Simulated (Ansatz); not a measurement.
# LuCd (Pm-3m), phonons: input and output

Method: PBEsol, all-electron LAPW in Ansatz 0.2.0, scalar-relativistic.

Cell and atoms were relaxed beforehand by PAW with this functional.

The structure is one entry of a database and needn't be the stable phase.

Launched as:

```sh
ansatz run input.yaml --threads 1 --pin off --max-ram 3072MiB --backend cpu --events-out ev --progress --plain --runs-dir out
```

input.yaml:

```yaml
crystal:
  lattice:
    - [3.60858999503, 0.0, 0.0]
    - [0.0, 3.60858999503, 0.0]
    - [0.0, 0.0, 3.60858999503]
  atoms:
    - { symbol: Lu, position: [0.5, 0.5, 0.5] }
    - { symbol: Cd, position: [0.0, 0.0, 0.0] }
kpoints:
  mp_grid: { grid: [10, 10, 10] }
scf:
  occupations: { method: fermi_dirac, width: 0.1 }
hamiltonian:
  xc: pbesol
  pseudopotentials: { kind: all_electron, lapw: { basis_error: 0.001 } }
phonons:
  qmesh: [2, 2, 2]
  qpath:
    path:
      - [0.0, 0.0, 0.0]
      - [0.0, 0.5, 0.0]
      - [0.5, 0.5, 0.0]
      - [0.0, 0.0, 0.0]
      - [0.5, 0.5, 0.5]
      - [0.0, 0.5, 0.0]
      - [0.5, 0.5, 0.5]
      - [0.5, 0.5, 0.0]
    npoints: 6
  temperatures: { t_min: 0, t_max: 1000, t_step: 100 }
```

Output:

```
Warning: RAYON_NUM_THREADS=1 ignored (pool sized by the plan → 1); use --threads N
LAPW: plane waves up to 7.700 Å⁻¹, error target 1.0e-3 eV per atom; small_component_spin mean_spin; Cd in spheres of 1.483 Å, 20 of its electrons in bands, Dirac shells []; Lu in spheres of 1.548 Å, 35 of its electrons in bands, ...
Engine: ansatz 0.2.0, x86_64-unknown-linux-gnu
Pseudopotentials: kind: all_electron
Pseudopotential: Lu, LAPW, valence charge 35, lapw/all_electron/scalar/gaussian/Lu, Koelling and Harmon's equation, gaussian nucleus
Pseudopotential: Cd, LAPW, valence charge 20, lapw/all_electron/scalar/gaussian/Cd, Koelling and Harmon's equation, gaussian nucleus
Functional definition: PBEsol
  exchange = pbesol_x
  correlation = pbesol_c
Crystal: 4 atoms, lattice volume = 93.982 Å³
Basis set: ecut = 225.89665708530933 eV, 737 PW (Γ), FFT grids on a1, a2, a2+a3, exchange–correlation at level 2
Bands: 66, of which v1, the nominal top of the filled ones, is band 55 counted from 1 (54 counted from 0)
Symmetry: 32 space group operations
k-points: 72 of 500
Non-local potential: Lu, projectors of the file, none
Non-local potential: Cd, projectors of the file, none
Initial density: superposition of atomic densities (chi_scale 0.1, normalization cell, long waves kept (reshape's long-wave potential 0.00 eV rms))
Initial wavefunctions: plane waves of lowest kinetic energy (no species holds an atomic orbital)
Functional: x = pbesol(κ = 0.804, μ = 0.12345679012345678), c = pbesol(β = 0.046)
iter 1 solved again at ethr=1.99e-4 eV; its pass at ethr=1.00e-1 eV (dr2=2.18e-1 eV) is discarded
SCF iter   1: F=—  HF=-1096576.192015 eV  |F-HF|=—  |Δ(HF+E_count)|=         —  Δρ=1.63e-2  dr2=2.19e-1  ethr=1.99e-4  ⟨swp⟩=2.7  Hψ=30227  notcnv=0
preconditioner: auto → Kerker (q_TF=auto, 2.801 Å⁻¹)  [metal: Δε(μ)=0.062 eV  Ē_g=12.588 eV  σ=0.100 eV  W_gap=0.15  n_scr=38 (ndim 8)  ℏωp=32.0 eV  f_vac=0.000  D(μ)=2.91/eV (n_scr^D=18)]
SCF iter   2: F=—  HF=-1096575.785517 eV  |F-HF|=—  |Δ(HF+E_count)|=   4.06e-1  Δρ=9.22e-3  dr2=1.29e-1  ethr=1.99e-4  ⟨swp⟩=3.0  Hψ=14973  notcnv=0
SCF iter   3: F=—  HF=-1096575.695081 eV  |F-HF|=—  |Δ(HF+E_count)|=   9.04e-2  Δρ=7.89e-3  dr2=8.63e-2  ethr=1.17e-4  ⟨swp⟩=2.0  Hψ=14290  notcnv=0
SCF iter   4: F=—  HF=-1096575.692476 eV  |F-HF|=—  |Δ(HF+E_count)|=   2.60e-3  Δρ=4.13e-3  dr2=2.50e-2  ethr=7.84e-5  ⟨swp⟩=2.0  Hψ=14194  notcnv=0
SCF iter   5: F=—  HF=-1096575.674892 eV  |F-HF|=—  |Δ(HF+E_count)|=   1.76e-2  Δρ=2.98e-3  dr2=1.64e-2  ethr=2.27e-5  ⟨swp⟩=2.0  Hψ=14290  notcnv=0
iter 6 solved again at ethr=6.19e-7 eV; its pass at ethr=1.49e-5 eV (dr2=6.81e-4 eV) is discarded
SCF iter   6: F=—  HF=-1096575.673789 eV  |F-HF|=—  |Δ(HF+E_count)|=   1.10e-3  Δρ=6.39e-4  dr2=6.80e-4  ethr=6.19e-7  ⟨swp⟩=2.0  Hψ=23401  notcnv=0
SCF iter   7: F=—  HF=-1096575.673675 eV  |F-HF|=—  |Δ(HF+E_count)|=   1.15e-4  Δρ=2.44e-4  dr2=7.14e-5  ethr=6.18e-7  ⟨swp⟩=2.0  Hψ=14290  notcnv=0
SCF iter   8: F=—  HF=-1096575.673681 eV  |F-HF|=—  |Δ(HF+E_count)|=   6.56e-6  Δρ=8.07e-5  dr2=1.02e-5  ethr=6.49e-8  ⟨swp⟩=2.0  Hψ=14290  notcnv=0
[... 123 lines left out ...]
SCF iter   3: F=—  HF=-1096575.673446 eV  |F-HF|=—  |Δ(HF+E_count)|=   2.88e-5  Δρ=7.45e-5  dr2=1.91e-5  ethr=1.12e-7  ⟨swp⟩=2.0  Hψ=11504  notcnv=0
iter 4 solved again at ethr=1.44e-10 eV; its pass at ethr=1.74e-8 eV (dr2=1.59e-7 eV) is discarded
SCF iter   4: F=—  HF=-1096575.673442 eV  |F-HF|=—  |Δ(HF+E_count)|=   4.05e-6  Δρ=1.25e-5  dr2=1.58e-7  ethr=1.44e-10  ⟨swp⟩=2.2  Hψ=19430  notcnv=0
SCF iter   5: F=—  HF=-1096575.673441 eV  |F-HF|=—  |Δ(HF+E_count)|=   7.36e-7  Δρ=6.31e-6  dr2=3.63e-8  ethr=1.44e-10  ⟨swp⟩=3.0  Hψ=12318  notcnv=0
SCF iter   6: F=—  HF=-1096575.673441 eV  |F-HF|=—  |Δ(HF+E_count)|=   4.94e-7  Δρ=3.63e-6  dr2=1.32e-8  ethr=3.30e-11  ⟨swp⟩=3.0  Hψ=12034  notcnv=0
SCF iter   7: F=—  HF=-1096575.673441 eV  |F-HF|=—  |Δ(HF+E_count)|=   6.05e-9  Δρ=2.17e-6  dr2=5.32e-9  ethr=1.20e-11  ⟨swp⟩=2.0  Hψ=11504  notcnv=0
SCF iter   8: F=—  HF=-1096575.673441 eV  |F-HF|=—  |Δ(HF+E_count)|=   2.56e-9  Δρ=5.29e-7  dr2=4.20e-10  ethr=7.57e-12 (applied; sched 4.84e-12)  ⟨swp⟩=2.0  Hψ=11504  notcnv=0
SCF iter   9: F=-1096575.673441 eV  HF=-1096575.673441 eV  |F-HF|=4.66e-10  |Δ(HF+E_count)|=   3.49e-9  Δρ=2.52e-7  dr2=6.55e-11  ethr=7.57e-12 (applied; sched 1.00e-12)  ⟨swp⟩=2.0  Hψ=11504  notcnv=0
SCF 9 converged in 9 iterations: F = -1096575.673441 eV  dr2 = 6.55e-11
SCF converged after 14 iterations
Free energy (F): -1096575.673679 eV
Harris-Foulkes:  -1096575.673679 eV  (|F-HF|=2.33e-10)
Internal energy: -1096575.572734 eV  (E = F + TS)
E sigma→0 (E₀):  -1096575.623206 eV
Entropy (-TS):   -0.100944 eV (-25.236 meV/atom)
Fermi energy:    16.636347 eV
--- Per-component energies (eV) ---
  E_band       = -3990.304674
  E_kinetic    = 1197455.602025
  E_xc         = -24451.043547
  E_electrostatic = -2269580.131212  (all electrons and nuclei)
  E_smearing   = -0.100944  (= −TS)
  E_closure    = 0.000000  (closes the sum)
  Σ components = -1096575.673679   (vs F -1096575.673679, Δ=0.00e0)
  Basis errors (estimates in eV, not in F): energy 2.6e-4 per atom: plane waves 2.4e-4 (1.3e-4 summed), levels above the bands 7.5e-28, relativity 2.5e-8, radial functions 2.0e-5, core shells 5.1e-7; eigenvalues (radial functions ...
--- Forces (eV/Å), atoms counted from 1 ---
  atom   1  Lu    -0.00000000    -0.00000000    -0.00000000
  atom   2  Cd     0.00000000    -0.00000000     0.00000000
  atom   3  Lu    -0.00000000     0.00000000     0.00000000
  atom   4  Cd     0.00000000     0.00000000     0.00000000
  max |Σ_I F_I| component: 1.58e-30 eV/Å
--- Phonons: 6 displaced members + 3 references (amplitude of the first 0.01 Å, Σ member SCF iterations 54) ---
  ASR residual: 1.860e-3 → 0.000e0 eV/Å²; symmetrization residual: 6.763e-4 eV/Å²
  largest component of a force at the reference: 1.4e-30 eV/Å
  ASR residual per site (eV/Å²): 9.23e-4 1.86e-3
  Γ frequencies (cm⁻¹): 0.00 0.00 0.00 116.50 116.50 116.50
--- Phonons (by wavevector): 4 wavevectors in 3 supercells ---
  supercell 1 (2 cells, vectors [1, 0, 0], [0, 1, -1], [0, 0, 2] in multiples of the cell's): 2 displaced members by 0.01 Å; free energy -1096575.673679 eV; taken off its force constants: by the sum rule 2.0e-4, by the ...
  symmetry images taken by strict's conditions (phonons.symmetry_images: auto; settled by no image being taken that strict refuses)
  supercell 2 (2 cells, vectors [1, 0, 0], [0, 1, 0], [0, 0, 2] in multiples of the cell's): 2 displaced members by 0.01 Å; free energy -1096575.673679 eV; taken off its force constants: by the sum rule 1.9e-3, by the ...
  symmetry images taken by strict's conditions (phonons.symmetry_images: auto; settled by no image being taken that strict refuses)
  supercell 3 (2 cells, vectors [0, 1, -1], [-1, 1, 0], [0, 0, 2] in multiples of the cell's): 2 displaced members by 0.01 Å; free energy -1096575.673679 eV; taken off its force constants: by the sum rule 4.4e-4, by the ...
  symmetry images taken by strict's conditions (phonons.symmetry_images: auto; settled by no image being taken that strict refuses)
  q = [0.0000, 0.0000, 0.0000] (star 1, supercell 1; hermiticity 0.00e0, symmetrization 3.46e-5): 0.00 0.00 0.00 116.50 116.50 116.50
  q = [0.0000, 0.0000, -0.5000] (star 3, supercell 2; hermiticity 8.36e-17, symmetrization 1.84e-16): 80.36 80.36 93.81 94.35 94.35 101.24
  q = [0.0000, -0.5000, -0.5000] (star 3, supercell 1; hermiticity 1.02e-16, symmetrization 8.72e-16): 33.66 33.66 63.17 94.50 132.98 132.98
  q = [-0.5000, -0.5000, -0.5000] (star 1, supercell 3; hermiticity 8.80e-17, symmetrization 1.12e-15): 88.35 88.35 88.35 97.27 97.27 97.27
  joined force constants: q→R imaginary residual 2.56e-17
  density of states and harmonic sums: on the 18×18×18 q-mesh, interpolated from the force constants of a 2×2×2 supercell (no non-analytic term)
  largest difference from the sums on the solved wave vectors: F 9.10e-2 eV, S 1.23e-4 and C_V 3.23e-5 eV/K
```

The run converged.

Zone-centre phonons:

Harmonic phonons of a crystal by Kohn-Sham DFT at the given cell, standard atomic masses, acoustic sum rule imposed; negative wavenumbers are unstable modes; optical zone-centre levels upwards with Mulliken labels, activity, and the element with most of the kinetic energy.

| Item | Value |
| --- | --- |
| Point group | m-3m |

| number | phonon wavenumber (cm⁻¹) | label | infrared | raman | lead element |
| --- | --- | --- | --- | --- | --- |
| 1 | 116.5 | T1u | yes | no | Cd |

### Harmonic thermodynamics

Sums over wave vectors interpolated from the q mesh.

| Property | Result |
| --- | --- |
| Zero point energy | 15.93 meV/atom |

```tsv
temperature (K)	phonon heat capacity (k_B/atom)	phonon entropy (k_B/atom)	phonon free energy (meV/atom)
100	2.62	2.786	5.37
200	2.897	4.716	-27.78
300	2.953	5.904	-73.86
400	2.973	6.757	-128.6
500	2.983	7.421	-189.8
600	2.988	7.966	-256.1
700	2.991	8.426	-326.8
800	2.993	8.826	-401.2
900	2.995	9.179	-478.8
1000	2.996	9.494	-559.3
```

### Phonons on the q mesh

One row a degenerate set, branches counted upwards.

| Quantity | Value |
| --- | --- |
| Unstable phonons | no |

```csv
point,q a (r.l.u.),q b (r.l.u.),q c (r.l.u.),branch,phonon wavenumber (cm⁻¹),degeneracy
Gamma,0,0,0,4,116.5,3
X,0.5,0,0,1,80.4,2
X,0.5,0,0,3,93.8,1
X,0.5,0,0,4,94.4,2
X,0.5,0,0,6,101.2,1
M,0.5,0.5,0,1,33.7,2
M,0.5,0.5,0,3,63.2,1
M,0.5,0.5,0,4,94.5,1
M,0.5,0.5,0,5,133,2
R,0.5,0.5,0.5,1,88.4,3
R,0.5,0.5,0.5,4,97.3,3
```

Caveats: responses of metals move with mesh and smearing; activity by symmetry alone, a metal screens infrared modes; coarse q mesh.

It took 30 min on 1 thread of Intel(R) Xeon(R) Platinum 8259CL CPU @ 2.50GHz (Skylake/Cascade Lake) (shared host), peak memory 1.7 GiB.
